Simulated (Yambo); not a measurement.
A free-standing HfS₂ monolayer (symmetry P-3m1, slab cell 15.9 Å high), G0W0@LDA in Yambo (9×9×1 mesh, plasmon pole; 6 Ry block, no terminator). The number N of bands in W and G is varied.

```json
[
 {"N": "37", "x = 1/N": "0.02703", "gap Γ → (0, 0.444) (eV)": "2.785", "shift of the valence edge (eV)": "-0.036"},
 {"N": "53", "x = 1/N": "0.01887", "gap Γ → (0, 0.444) (eV)": "2.800", "shift of the valence edge (eV)": "-0.258"},
 {"N": "74", "x = 1/N": "0.01351", "gap Γ → (0, 0.444) (eV)": "2.765", "shift of the valence edge (eV)": "-0.398"},
 {"N": "97", "x = 1/N": "0.01031", "gap Γ → (0, 0.444) (eV)": "?", "shift of the valence edge (eV)": "?"}
]
```

Q: Basis-set arguments suggest E = E∞ + A x. Fix A and E∞ from the two rows above the withheld one, predict the row at 97 bands, and test the form.

A: Gap: A = (2.765 − (2.800))/(0.01351 − 0.01887) = 6.53, E∞ = 2.677 eV, so 2.744 eV is predicted; the run gave 2.742 eV (miss 2 meV). The first two rows have slope -1.84, so the form doesn't hold yet over the whole range. Shift: A = (-0.398 − (-0.258))/(0.01351 − 0.01887) = 26.1, E∞ = -0.751 eV, so -0.482 eV is predicted; the run gave -0.506 eV (miss 24 meV). The first two rows have slope 27.2, within 15 % of that. The other settings are held fixed.

Spin-orbit coupling is not included.

Geometry relaxed with LDA; primitive cell a = 3.5625 Å, b = 3.5625 Å, c = 15.9000 Å, α = 90.00°, β = 90.00°, γ = 120.00°.

A shift is the quasiparticle energy of the state minus its LDA energy.
